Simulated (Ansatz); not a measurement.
**Re: one input, then a changed one**

The cell was built from the hcp type and relaxed in the same program; it needn't be a known or the stable phase. The listed cell was then made from it by scaling, straining or moving an atom.

First run: DFT, PBE, all-electron LAPW, scalar-relativistic (Ansatz 0.2.0).

Command: `ansatz run input.yaml --threads 1 --pin off --max-ram 2048MiB --backend cpu --events-out ev --progress --plain --runs-dir out` The run took 53 s on 1 thread of Arm Neoverse V1 (shared host), peak memory 0.56 GiB.

```yaml
crystal:
  lattice:
    - [2.8202692608, 0.0, 0.0]
    - [-1.4101346304, 2.4424248254, 0.0]
    - [0.0, 0.0, 4.559431523]
  atoms:
    - { symbol: Re, position: [0.3333333333, 0.6666666667, 0.25] }
    - { symbol: Re, position: [0.6666666667, 0.3333333333, 0.75] }
kpoints:
  mp_grid: { grid: [14, 14, 8] }
scf:
  occupations: { method: fermi_dirac, width: 0.08 }
hamiltonian:
  xc: pbe
  pseudopotentials: { kind: all_electron, lapw: { basis_error: 0.001 } }
output:
  forces: true
  stress: true
  eigenvalues: true
```

Result: converged; pressure -15.82 GPa; no gap on the k mesh; 9 SCF iterations.

Spin–orbit coupling is left out, though it moves levels of the heavy atoms by tenths of an eV or more.

The input is then changed:

```diff
@@ -14,4 +14,5 @@
   xc: pbe
   pseudopotentials: { kind: all_electron, lapw: { basis_error: 0.001 } }
+  dispersion: d3bjatm
 output:
   forces: true
```

**Question.** What does the second run give?

**Answer.** It converged; pressure -21.0 GPa; no gap on the k mesh; 9 SCF iterations. Some of these settings are too coarse for converged properties.

The results part of its log:

```
SCF 1 converged in 9 iterations: F = -908306.967199 eV  dr2 = 4.23e-9
SCF converged after 9 iterations
Free energy (F): -908306.967199 eV
Harris-Foulkes:  -908306.967199 eV  (|F-HF|=5.82e-10)
Internal energy: -908306.931776 eV  (E = F + TS)
E sigma→0 (E₀):  -908306.949488 eV
Entropy (-TS):   -0.035423 eV (-17.711 meV/atom)
Fermi energy:    28.605160 eV
--- Per-component energies (eV) ---
  E_band       = -4656.217463
  E_kinetic    = 1020668.102717
  E_xc         = -18087.915169
  E_electrostatic = -1910886.020460  (all electrons and nuclei)
  E_disp       = -1.098864  (pairwise vdW)
  E_smearing   = -0.035423  (= −TS)
  E_closure    = 0.000000  (closes the sum)
  E_atoms      = -908282.845560  (free atoms, spherical and without spin; not in F)
  Σ components = -908306.967199   (vs F -908306.967199, Δ=0.00e0)
  Basis errors (estimates in eV, not in F): energy 2.1e-4 per atom: plane waves 1.9e-4 (9.6e-5 summed), levels above the bands 1.9e-67, relativity 7.6e-8, radial functions 1.7e-5, core shells 6.1e-7; eigenvalues (radial functions only) 2.3e-6; not estimated: angular momenta, meshes, grids; target (lapw.basis_error) 1.0e-3; muffin-tin radii Re 1.401 Å
--- Forces (eV/Å), atoms counted from 1 ---
  atom   1  Re     0.00000000    -0.00000000     0.00000000
  atom   2  Re    -0.00000000     0.00000000     0.00000000
  max |Σ_I F_I| component: 9.25e-18 eV/Å
--- Stress (GPa, compression-positive) ---
      -20.940647       0.000000       0.000000
        0.000000     -20.940647      -0.000000
        0.000000      -0.000000     -21.113117
  P = ⅓ Tr σ = -20.9981 GPa (-209.981 kbar)
--- Band table (eV; the first three rows and the last of 120) ---
  k-point 0: bands = ["-220.9925", "-220.9925", "-220.9925", "-220.9925", "-220.9924", "-220.9924", "-220.9924", "-220.9924", "-220.9914", "-220.9914", "-51.2182", "-51.1270", "-13.5746", "-12.7310", "-12.7310", "-12.5886", "-12.5886", "-12.5739", "-8.3883", "-8.3883", "-8.3871", "-8.3810", "-8.3810", "-8.3791", "-8.3791", "-8.3789", "-8.3789", "-8.3734", "-8.3666", "-8.3666", "-8.3635", "-8.3624", "19.1817", "22.4403", "27.1828", "27.2028", "27.2028", "27.9555", "27.9555", "28.8153", "28.8153", "29.0834", "31.7066", "31.7066", "37.7477", "41.9973", "43.9058"]
  k-point 1: bands = ["-220.9925", "-220.9925", "-220.9925", "-220.9925", "-220.9924", "-220.9924", "-220.9924", "-220.9924", "-220.9914", "-220.9914", "-51.2147", "-51.1305", "-13.5385", "-12.7256", "-12.7256", "-12.6142", "-12.5941", "-12.5941", "-8.3897", "-8.3873", "-8.3863", "-8.3831", "-8.3831", "-8.3798", "-8.3798", "-8.3764", "-8.3764", "-8.3738", "-8.3662", "-8.3662", "-8.3634", "-8.3624", "19.3555", "22.4372", "27.0814", "27.1213", "27.1213", "27.8507", "27.8507", "28.5915", "29.0515", "29.0515", "31.7188", "31.7188", "38.4929", "41.6300", "44.6869"]
  k-point 2: bands = ["-220.9925", "-220.9925", "-220.9925", "-220.9925", "-220.9924", "-220.9924", "-220.9924", "-220.9924", "-220.9914", "-220.9914", "-51.2049", "-51.1405", "-13.4350", "-12.7280", "-12.7103", "-12.7103", "-12.6096", "-12.6096", "-8.3903", "-8.3880", "-8.3850", "-8.3850", "-8.3839", "-8.3818", "-8.3818", "-8.3748", "-8.3729", "-8.3729", "-8.3658", "-8.3658", "-8.3633", "-8.3625", "19.8534", "22.3684", "26.8209", "27.0014", "27.0014", "27.5745", "27.5964", "27.5964", "29.6133", "29.6133", "31.6745", "31.6745", "40.3062", "41.2714", "43.6296"]
  k-point 119: bands = ["-220.9925", "-220.9925", "-220.9925", "-220.9925", "-220.9924", "-220.9924", "-220.9924", "-220.9924", "-220.9914", "-220.9914", "-51.1107", "-51.1107", "-13.3834", "-13.3834", "-13.1452", "-13.1452", "-12.7595", "-12.7595", "-8.3857", "-8.3857", "-8.3812", "-8.3812", "-8.3792", "-8.3792", "-8.3769", "-8.3769", "-8.3745", "-8.3745", "-8.3738", "-8.3738", "-8.3709", "-8.3709", "24.2814", "24.2814", "25.3120", "25.3120", "26.5652", "26.5652", "28.7359", "28.7359", "31.7546", "31.7546", "37.0482", "37.0482", "38.2503", "38.2503", "40.6682"]
```
